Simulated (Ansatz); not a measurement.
## Is this Ti4W structure a true minimum?

It was reached by relaxing an invented guess, and it needn't be the stable form of this composition.

The calculation used DFT PBE, scalar-relativistic, plane waves, PAW in Ansatz 0.2.0. Settings: cutoff 420 eV, Γ-centred mesh 12×12×12 on the computed 5-atom cell, Gaussian smearing of 0.10 eV; no spin polarisation.

The cell below (5 atoms, space group R-3m (No. 166)) is relaxed within its symmetry.

```
Ti W
1.0
     2.29308    1.32391    4.62728
    -2.29308    1.32391    4.62728
     0.00000   -2.64782    4.62728
Ti W
4 1
Cartesian
  0.0000 0.0000 12.4548
  0.0000 0.0000 1.4271
  0.0000 0.0000 4.3901
  0.0000 0.0000 9.4917
  0.0000 0.0000 6.9409
```

For the test a repeat of it with 10 atoms (edges 4.59, 5.33, 7.94 Å) was strained at random (σ = 1.5 % a component), the atoms were moved at random (σ = 0.05 Å), and all was relaxed again on a coarse 6×6×4 mesh (in the run’s order of axes) with 0.20 eV smearing, with no symmetry imposed.

These runs have no spin–orbit coupling, which can matter for W.

Q: Is the structure stable against such a distortion?

A: It returns, within 1 meV/atom of the unmoved cell on that mesh and with the same symmetry when read at 0.1 Å (C2/c at 0.01 Å, so small strains and shifts remain). No instability shows in this cell; modes of other wave vectors, which need another repeat, aren't tested.
